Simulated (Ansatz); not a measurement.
**Hg$_{4}$Pt (Im-3m): electronic heat capacity and spin susceptibility from the density of states**

Theory: DFT r2SCAN, scalar-relativistic, plane waves, PAW (Ansatz).

Settings: cutoff 500 eV, Γ-centred mesh 8×8×8 on the computed 5-atom cell, Gaussian smearing of 0.10 eV; no spin polarisation.

Relaxed cell: Im-3m, a = 6.284 Å, b = 6.284 Å, c = 6.284 Å, α = 90.00°, β = 90.00°, γ = 90.00°, 5 atoms in the primitive cell. Whether it is the stable form of this composition wasn't checked.

The density of states at the Fermi level is 0.911 states/eV in the cell of 5 atoms (1 formula unit; both spins, tetrahedra on a 12×12×12 mesh). Averaged over bins of 0.1 eV the density runs from 0.6 to 1.3 states/eV within 0.2 eV of the Fermi level, so the figure hangs on the exact place of that level.

Q: What Sommerfeld coefficient and Pauli susceptibility does this give?

A: Per formula unit N(E_F) = 0.911 states/eV. γ = (π²/3) k_B² N(E_F) N_A = 2.357 mJ/(mol K²) per state/eV, so γ = 2.1 mJ/(mol K²), a mole of formula units. χ_P = μ_B² N(E_F) N_A = 3.23×10⁻⁵ emu/mol per state/eV gives 2.9×10⁻⁵ emu/mol. This is the bare band result: a measured γ of the same phase is as a rule larger by a factor 1 + λ from phonons and spin fluctuations, the spin part of χ is larger by the Stoner factor, and a measured χ also holds orbital and core terms. N(E_F) at one energy is sensitive to the mesh where the density of states has sharp peaks.

Spin-orbit coupling is left out, which matters for the bands of heavy elements.

Cost: 1 run of about 2.1 core-minutes, on Arm Neoverse V1 (shared hosts).